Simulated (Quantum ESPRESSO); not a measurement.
## Band energies of SrMg

```
CELL_PARAMETERS angstrom
      4.19032     0.00000     0.00000
      0.00000     4.19032     0.00000
      0.00000     0.00000     4.19032
ATOMIC_POSITIONS crystal
  Mg 0.00000 0.00000 0.00000
  Sr 0.50000 0.50000 0.50000
```

LDA (pw.x of Quantum ESPRESSO, ONCV potentials, no spin-orbit coupling); path ΓXMΓRX,MR; energies in eV from the Fermi level.

| k (1/Å) | point | band 6 | band 7 | band 8 | band 9 | band 10 | band 11 | band 12 | band 13 |
|---|---|---|---|---|---|---|---|---|---|
| 0.00 | Γ | -17.90 | -17.90 | -17.90 | -4.77 | 0.84 | 0.84 | 3.62 | 3.62 |
| 0.43 |  | -17.99 | -17.89 | -17.89 | -3.97 | -0.50 | 1.27 | 2.53 | 2.53 |
| 0.75 | X | -18.04 | -17.89 | -17.89 | -2.66 | -2.24 | 1.65 | 2.15 | 2.15 |
| 0.86 |  | -18.04 | -17.89 | -17.88 | -2.64 | -2.18 | 1.67 | 1.98 | 2.18 |
| 1.29 |  | -18.02 | -18.00 | -17.88 | -2.28 | -0.92 | 0.32 | 1.17 | 2.77 |
| 1.50 | M | -18.02 | -18.02 | -17.87 | -2.15 | -0.01 | -0.01 | 0.27 | 3.00 |
| 1.82 |  | -18.00 | -18.00 | -17.88 | -2.71 | -0.59 | 0.12 | 1.68 | 2.77 |
| 2.24 |  | -17.93 | -17.92 | -17.89 | -4.32 | 0.59 | 0.72 | 2.33 | 2.96 |
| 2.56 | Γ | -17.90 | -17.90 | -17.90 | -4.77 | 0.84 | 0.84 | 3.62 | 3.62 |
| 2.66 |  | -17.90 | -17.90 | -17.90 | -4.73 | 0.83 | 0.83 | 3.28 | 3.59 |
| 3.16 |  | -17.95 | -17.95 | -17.95 | -3.30 | 0.45 | 0.45 | 1.08 | 2.65 |
| 3.56 |  | -17.99 | -17.99 | -17.99 | -1.55 | -0.26 | -0.26 | 1.46 | 2.54 |
| 3.86 | R | -18.00 | -18.00 | -18.00 | -0.50 | -0.50 | -0.50 | 0.44 | 3.08 |
| 3.95 |  | -18.00 | -18.00 | -18.00 | -0.72 | -0.49 | -0.47 | 0.71 | 2.88 |
| 4.44 |  | -18.02 | -17.94 | -17.94 | -2.23 | -1.18 | 0.57 | 2.05 | 2.33 |
| 4.82 |  | -18.04 | -17.89 | -17.89 | -2.65 | -2.20 | 1.66 | 2.02 | 2.16 |
| 4.92 | X | -18.04 | -17.89 | -17.89 | -2.66 | -2.24 | 1.65 | 2.15 | 2.15 |
| 4.92 | M | -18.02 | -18.02 | -17.87 | -2.15 | -0.01 | -0.01 | 0.27 | 3.00 |
| 5.13 |  | -18.02 | -18.02 | -17.90 | -1.98 | -0.11 | -0.11 | 0.61 | 3.00 |
| 5.67 | R | -18.00 | -18.00 | -18.00 | -0.50 | -0.50 | -0.50 | 0.44 | 3.08 |

A metal at this level: along this path bands 10, 11 cross the Fermi level.

Geometry of the Materials Project entry, not relaxed at this level.
